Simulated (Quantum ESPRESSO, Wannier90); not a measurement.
## BaTiO$_{3}$ (Amm2), plane waves to Wannier functions

Structure: Materials Project mp-5777, symmetrised, not relaxed again. COD (Crystallography Open Database) has the formula in 5 space groups, this one among them (matched by group alone). Computed values, not measurements, from LDA: Quantum ESPRESSO (norm-conserving PseudoDojo potentials, cutoff 68 Ry, no spin polarisation, no spin-orbit coupling) on a Γ-centred 8×8×8 mesh, then Wannier90. Density: 8×8×8 mesh, cold smearing 0.01 Ry. Spin-orbit coupling is left out although heavy elements are present.

```
begin unit_cell_cart
ang
    3.9833300000    0.0000000000    0.0000000000
    0.0000000000    2.8625950000    2.8753400000
    0.0000000000   -2.8625950000    2.8753400000
end unit_cell_cart
mp_grid = 8 8 8
```

Neighbour vectors b of the finite-difference formula (Å⁻¹), by shell:

```csv
shell,b_x,b_y,b_z
1,0.00000,-0.13718,0.13658
1,0.00000,0.13718,0.13658
1,0.00000,0.13718,-0.13658
1,0.00000,-0.13718,-0.13658
2,0.19717,0.00000,0.00000
2,-0.19717,0.00000,0.00000
3,0.00000,0.00000,0.27315
3,0.00000,0.00000,-0.27315
```

Find the weights w_b from the completeness condition Σ_b w_b b_α b_β = δ_αβ.

Shell 1: Σ b_x² = 0.000, Σ b_y² = 0.075, Σ b_z² = 0.075 Å⁻²
Shell 2: Σ b_x² = 0.078, Σ b_y² = 0.000, Σ b_z² = 0.000 Å⁻²
Shell 3: Σ b_x² = 0.000, Σ b_y² = 0.000, Σ b_z² = 0.149 Å⁻²
Each of the three diagonal sums, weighted, has to give 1 and the off-diagonal ones 0, which holds for w_1 = 13.3 Å², w_2 = 12.9 Å², w_3 = 0.06 Å². Check on xx: 13.28×0.000 + 12.86×0.078 + 0.06×0.000 = 1.00.

On this mesh the 12 functions of bands 6-8,12-20 (valence bands; start: SCDM (isolated), conv_tol = 1.0e-6) end with spreads 0.8663, 0.8663, 1.4154, 1.4324, 1.0956, 1.0956, 1.0065, 1.0065, 1.4535, 1.4534, 1.4535, 1.4534 Å², Ω_I = 13.2706 Å² and Ω_D = 0.0055 Å².

Ω_total is the sum of the spreads, 14.598 Å². Ω_OD = Ω_total − Ω_I − Ω_D = 1.322 Å². Only (Ω_D + Ω_OD)/Ω_total = 9.1 % depends on the gauge, and another start could lower the total by that share at most. The rms radius is √(Ω_total/12) = 1.10 Å.
